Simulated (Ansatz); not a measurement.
# ¹⁷O NMR of the central transition in LiH4BrO2 with one atom moved

Cell: a COD entry, relaxed with PBE at fixed cell and then changed (atom 3 (H) moved by 0.15 Å).

```yaml
crystal:
  lattice:
    - [5.30010, 0.00000, 0.00000]
    - [2.64598, 5.82412, 0.00000]
    - [0.88667, 2.71533, 5.73390]
  atoms:
    - { symbol: Li, position: [0.30640, 0.38535, 0.48033] }
    - { symbol: Li, position: [0.69360, 0.61465, 0.51967] }
    - { symbol: H, position: [0.01837, 0.88755, 0.27785] }
    - { symbol: H, position: [0.96878, 0.13820, 0.72215] }
    - { symbol: H, position: [0.79651, 0.34662, 0.28165] }
    - { symbol: H, position: [0.20349, 0.65338, 0.71835] }
    - { symbol: H, position: [0.58486, 0.61532, 0.13142] }
    - { symbol: H, position: [0.41514, 0.38468, 0.86858] }
    - { symbol: H, position: [0.92654, 0.76563, 0.13429] }
    - { symbol: H, position: [0.07346, 0.23437, 0.86571] }
    - { symbol: Br, position: [0.24927, 0.12358, 0.22848] }
    - { symbol: Br, position: [0.75073, 0.87642, 0.77152] }
    - { symbol: O, position: [0.98427, 0.72131, 0.29385] }
    - { symbol: O, position: [0.01573, 0.27869, 0.70615] }
    - { symbol: O, position: [0.61682, 0.47803, 0.29001] }
    - { symbol: O, position: [0.38318, 0.52197, 0.70999] }
```

Atoms are numbered from 1 in the order listed; like atoms form one site, named after its first atom.

Computed with Ansatz: DFT, PBE, plane waves and PAW, scalar-relativistic, 420 eV cutoff, Γ-centred 5×4×4 k-points, Fermi–Dirac smearing 0.02 eV.

¹⁷O has I = 5/2 and Q = -25.58 mb (Pyykkö 2018); at 35.2 T its Larmor frequency is ν₀ = 203.3 MHz. Only the quadrupole interaction is simulated: positions count from each site's isotropic chemical shift, and J coupling is left out, as are shift anisotropy and dipolar coupling, which fast spinning averages.

Task: What does the ¹⁷O spectrum (fast magic-angle spinning) show for each site?

Result: 

```csv
site,first shell,C_Q (MHz),η,P_Q (MHz),δ_QIS (ppm),breadth (kHz)
O13,"2 H at 0.99–1.11 Å, 2 Li at 2.05–2.08 Å",8.80,0.72,9.53,-13.2,6.14
O14,"2 H at 0.99 Å, 2 Li at 2.05–2.08 Å",8.50,0.77,9.32,-12.6,5.83
O15,"2 H at 0.98–0.99 Å, 2 Li at 2.04–2.17 Å",8.64,0.76,9.44,-12.9,6.00
O16,"2 H at 0.98–0.99 Å, 2 Li at 2.04–2.17 Å",8.66,0.76,9.46,-13.0,6.02
```

δ_QIS = −(ν_Q²/30ν₀²)[I(I+1) − 3/4](1 + η²/3) × 10⁶ ppm with ν_Q = 3|C_Q|/[2I(2I−1)]; it falls as 1/B₀² in ppm, and the breadth as 1/B₀ in kHz.

The atoms aren't relaxed after the move (largest force 3.1 eV/Å).

Hardware: 1 thread of Arm Neoverse N1 (aarch64; 8 cores open to the job, memory cap 2.5 GiB, no GPU), a shared host with a load of 0.3 a core. Wall time 70 s, CPU time 70 s, peak memory 0.51 GiB.
